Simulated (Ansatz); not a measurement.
**Profile along the Rh–Rh line in TiRh (space group P4/mmm)**

TiRh (space group P4/mmm)

```
CELL_PARAMETERS angstrom
      2.89432     0.00000     0.00000
      0.00000     2.89432     0.00000
      0.00000     0.00000     3.35624
ATOMIC_POSITIONS crystal
  Ti 0.50000 0.50000 0.50000
  Rh 0.00000 0.00000 0.00000
```

Fields along a shortest Rh–Rh line of a (001) plane (2.89 Å), from Rh to Rh, interpolated on the slice's grid (step about 0.1 Å). The numbers are results of LDA (plane waves to 420 eV, PAW, scalar-relativistic; Ansatz, a quantum-chemistry and plane-wave program), not measurements. k mesh 16×16×14. Near the nuclei the fields are pseudised (PAW); where an atom keeps semicore shells as valence, they peak there. TiRh is run without spin polarisation. TiRh was relaxed with its symmetry unable to fall.

```csv
distance from Rh (Å),valence electron density (e/Å³),electron localisation function
0.00,15.25,x
0.14,14.24,x
0.29,11.61,x
0.43,8.24,x
0.58,5.12,0.65
0.72,2.74,0.49
0.87,1.24,0.32
1.01,0.63,0.22
1.16,0.42,0.22
1.30,0.33,0.30
1.45,0.31,0.34
1.59,0.33,0.30
1.73,0.42,0.22
1.88,0.63,0.22
2.02,1.24,0.32
2.17,2.74,0.49
2.31,5.12,0.65
2.46,8.24,x
2.60,11.61,x
2.75,14.24,x
2.89,15.25,x
```

x: too close to a nucleus for the ELF to mean much.

Density on the Rh–Rh line (2.89 Å) at its midpoint: 0.31 e/Å³. ELF at that point: 0.34.
